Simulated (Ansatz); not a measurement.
The start is a relaxed RbAlF4 cell with every coordinate shifted by Gaussian noise of σ = 0.45 Å. A full variable-cell relaxation at zero pressure is run with r2SCAN (plane waves to 500 eV, PAW, scalar-relativistic; Ansatz, a quantum-chemistry and plane-wave program). The first steps use a coarse 6×6×4 k-mesh.

Starting cell:
```
CELL_PARAMETERS angstrom
      3.65840     0.00000     0.00000
      0.00000     3.65840     0.00000
      0.00000     0.00000     6.26684
ATOMIC_POSITIONS crystal
  Rb 0.09479 0.18083 0.01962
  Al 0.38997 0.56651 0.46313
  F  0.48648 0.44601 0.78771
  F  0.38413 0.40866 0.25673
  F  0.48202 0.01614 0.53217
  F  0.00644 0.77707 0.58376
```

- Energy released: about 1.4 eV/atom
- Relative to the parent: It relaxes back to the parent, P4/mmm (No. 123)
- Shortest distances (start → end): The closest pairs of elements (up to four, under 3.6 Å), start → end: Al–F 1.42 → 1.76 Å; F–F 1.97 → 2.54 Å; F–Rb 2.01 → 2.93 Å; Al–Rb 3.30 → 4.06 Å
- Band gap at the end: 8.06 eV, indirect (valence top at X, conduction bottom at Γ) (no spin-orbit coupling)
- Optimiser moves: 9

Final values are on a 9×9×6 k-mesh of the relaxed cell. The start holds a very short contact (F–Al 1.42 Å). No spin polarisation in the result.
